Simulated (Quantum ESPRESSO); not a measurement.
# Strain and stress in Ga2AlInP4

The results below are calculated, not measured. They come from pw.x of Quantum ESPRESSO 7.5, a plane-wave density functional program, with PseudoDojo standard norm-conserving files (v0.5 for PBE, v0.4.1 for LDA and PBEsol). The cells are made up: elements, strain and atom displacements were drawn at random, and nothing was relaxed. There is no spin polarisation, spin-orbit coupling or dispersion term.

The cell has 8 sites of a zincblende or diamond lattice. Sites 1 to 4 hold Ga Al Ga In; sites 5 to 8 hold P P P P. Cell vectors in Å: (5.798, -0.004, -0.021); (-0.004, 5.773, 0.025); (-0.021, 0.025, 5.676). Settings: PBE, cutoff 1088 eV, 4 x 4 x 4 k mesh shifted by half a step, Fermi-Dirac smearing of 0.025 eV.

Each run adds a strain along z to one cell, with the atoms carried along; the vectors above are those of run 3. Stress is positive in tension and P is minus a third of its trace. E is the free energy for each atom above the lowest run shown.

```
run,strain (%),s_xx (GPa),s_yy (GPa),s_zz (GPa),s_xy (GPa),P (GPa),E (meV/atom)
1,-2.43,2.95,2.66,0.20,-0.76,-1.94,0.00
2,-2.13,3.08,2.80,0.49,-0.75,-2.12,0.16
3,-0.08,3.90,3.63,2.42,-0.69,-3.32,4.56
5,1.29,4.37,4.11,3.67,-0.65,-4.05,10.73
6,1.75,4.51,4.26,4.08,-0.64,-4.28,13.36
7,2.03,4.60,4.35,4.32,-0.64,-4.42,15.10
4,0.55,?,?,?,?,?,?
```

A rerun of one of these cells at 1377 eV and k mesh 6 x 6 x 6 moved values by no more than 0.008 eV in the cell's energy, 0.02 GPa in stress and 0.002 eV/Å in force.

## Worked fit

A parabola through the six runs shown gives s_zz = 2.50 + 0.92 e - 0.010 e² GPa, with e in per cent and a scatter of 0.01 GPa. The slope is a stiffness of 92 ± 1 GPa for each unit of this strain at e = 0. The atoms are clamped, and relaxing them would in general lower it. The error is the larger of the fit's own and the change that a cubic makes, rounded up.

## Withheld run

Question: what s_zz should run 4 give?

The fit gives 3.00 GPa. The calculation gave 3.00 GPa.

```
run  strain (%)  s_xx (GPa)  s_yy (GPa)  s_zz (GPa)  s_xy (GPa)  P (GPa)  E (meV/atom)
  4        0.55        4.12        3.86        3.00       -0.67    -3.66          7.09
```